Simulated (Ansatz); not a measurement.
**Relaxing tantalum (hcp)**

The calculation used Ansatz 0.2.0, DFT, LDA (PW92), plane waves (420 eV) with PAW, scalar-relativistic. (PAW data from PBE, frozen cores regenerated.)

k-point mesh 12×12×7, Fermi-Dirac smearing 0.1 eV, no spin polarisation. Cell and atoms relax.

Starting structure:

```yaml
crystal:
  lattice:
    - [2.9451288715, 0.0, 0.0]
    - [-1.4725644358, 2.5505564202, 0.0]
    - [0.0, 0.0, 4.8093954472]
  atoms:
    - { symbol: Ta, position: [0.3333333333, 0.6666666667, 0.25] }
    - { symbol: Ta, position: [0.6666666667, 0.3333333333, 0.75] }
hamiltonian:
  xc: lda
  pseudopotentials:
    kind: paw
    azcp:
      Ta: "pseudopotentials/Ta.paw.azcp"
basis:
  ecutwfc: 420
  fft_grid_basis: typed
kpoints:
  mp_grid: { grid: [12, 12, 7], shift: [0, 0, 0] }
magnetization:
  spin_polarized: false
scf:
  occupations: { method: fermi_dirac, width: 0.1 }
relax:
  max_steps: 60
  f_tol: 0.01
  cell: {}
```

Problem. What cell does the relaxation end in?

Solution. P6_3/mmc with a = 2.836 Å, c = 5.076 Å (c/a = 1.790); 17.67 Å³ per atom against 18.06 at the start (-2.2 %).

Problem. How much energy does the relaxation gain?

Solution. 57.6 meV per atom.

Path of the relaxation (the plane waves are chosen anew near the end, which can shift the energy a little):

```json
{"step": "0", "E − E(final) (meV/atom)": "57.62", "V (Å³/atom)": "18.063", "P (GPa)": "-4.57", "max force (eV/Å)": "0.000"}
{"step": "1", "E − E(final) (meV/atom)": "32.07", "V (Å³/atom)": "16.791", "P (GPa)": "11.70", "max force (eV/Å)": "0.000"}
{"step": "2", "E − E(final) (meV/atom)": "0.15", "V (Å³/atom)": "17.693", "P (GPa)": "-0.22", "max force (eV/Å)": "0.000"}
{"step": "3", "E − E(final) (meV/atom)": "0.11", "V (Å³/atom)": "17.679", "P (GPa)": "-0.10", "max force (eV/Å)": "0.000"}
{"step": "4", "E − E(final) (meV/atom)": "0.09", "V (Å³/atom)": "17.672", "P (GPa)": "0.00", "max force (eV/Å)": "0.000"}
{"step": "5", "E − E(final) (meV/atom)": "0.00", "V (Å³/atom)": "17.672", "P (GPa)": "0.00", "max force (eV/Å)": "0.000"}
```
